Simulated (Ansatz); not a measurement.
**NaCrS$_{2}$O$_{8}$: computed property card**

NaCrS$_{2}$O$_{8}$:
```
NaCrS2O8
1.0
    3.97600     2.57387     0.00000
   -3.97600     2.57387     0.00000
   -0.21565     0.00000     7.04861
Na Cr S O
1 1 2 8
Direct
  0.00000   0.00000   0.50000
  0.00000   0.00000   0.00000
  0.36131   0.63869   0.21862
  0.63869   0.36131   0.78138
  0.28516   0.71484   0.40102
  0.71484   0.28516   0.59898
  0.70686   0.76371   0.20216
  0.29314   0.23629   0.79784
  0.76371   0.70686   0.79784
  0.23629   0.29314   0.20216
  0.24176   0.75824   0.05406
  0.75824   0.24176   0.94594
```
The run is spin-polarised; directions of the spins, atom by atom: 0 ↑ 0 0 0 0 0 0 0 0 0 0.

Space group C2/m (No. 12); conventional cell a = 7.952 Å, b = 5.148 Å, c = 7.052 Å, α = γ = 90.00°, β = 91.75°.

Method: plane-wave PAW r²SCAN (Ansatz code). Structure relaxed to zero pressure with the same functional. Other levels are named where they apply.

Cell and energy:

```yaml
volume_per_atom: 12.02 Å³
density: 3.07 g/cm³
Formation energy from the elements (no fitted shifts): -1.79 eV/atom
```

Electronic structure:

```yaml
band_gap: 2.62 eV (indirect)
valence_band_maximum: at Y2 (k = 0.500, 0.500, 0.000 in fractions of the reciprocal vectors)
conduction_band_minimum: at V2 (k = 0.000, 0.500, 0.000 in fractions of the reciprocal vectors) (2 equivalent valleys)
smallest_direct_gap_on_the_standard_path: 2.73 eV
```

Magnetism:

```yaml
magnetic_order: ferromagnetic
net_moment: 0.25 μB per atom
```

Mechanics:

```yaml
Bulk modulus (Birch–Murnaghan fit): 357 kbar
Pressure derivative B′: 8.6
```

Charges:

```yaml
bader_charges: Na +0.92, Cr +1.99, S +4.10, O -1.41 to -1.38 e
```

The workflow started from a Materials Project entry (that database holds measured and hypothetical structures alike); the Crystallography Open Database copy checked does not list it. Its standing as an ambient phase is unchecked. Symmetry was held in the r²SCAN relaxation; whether a distortion lowers the energy is not shown. Magnetic state: ferromagnetic, the only order run, not a proven ground state. The cell computed holds one magnetic atom, so no antiferromagnetic order was within reach. Other orbital occupations within this spin state were not tried. No Hubbard U is applied. The references are the lowest solids computed at this level, not always the standard phases (solids in place of the gases).

Potentials: the later of the program's two PAW sets.
